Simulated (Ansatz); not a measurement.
Relaxed-ion elastic tensor of YSi (CsCl type, Pm-3m) in GPa (Voigt order), PBEsol (plane waves, PAW; program Ansatz); density 4.55 g/cm³, 21.33 Å³ per atom.

```
  9.1    115    115    0.0    0.0    0.0
  115    9.1    115    0.0    0.0    0.0
  115    115    9.1    0.0    0.0    0.0
  0.0    0.0    0.0  -32.4    0.0    0.0
  0.0    0.0    0.0    0.0  -32.4    0.0
  0.0    0.0    0.0    0.0    0.0  -32.4
```

### Question
Is the crystal mechanically stable?

### Answer
No: the smallest eigenvalue of C is -106 GPa.

A made-up cell: these elements were put on the sites of a structure type; neither database checked (COD, Materials Project) lists it. Whether it is the stable phase at ambient conditions was not checked. The PBEsol relaxation kept the symmetry of its start. At this level the phase is mechanically unstable. The run is not spin-polarised. As this level gives no gap, shear constants depend on the k-mesh and smearing (Fermi–Dirac, 0.1 eV here).

Potentials: the later of the program's two PAW sets.
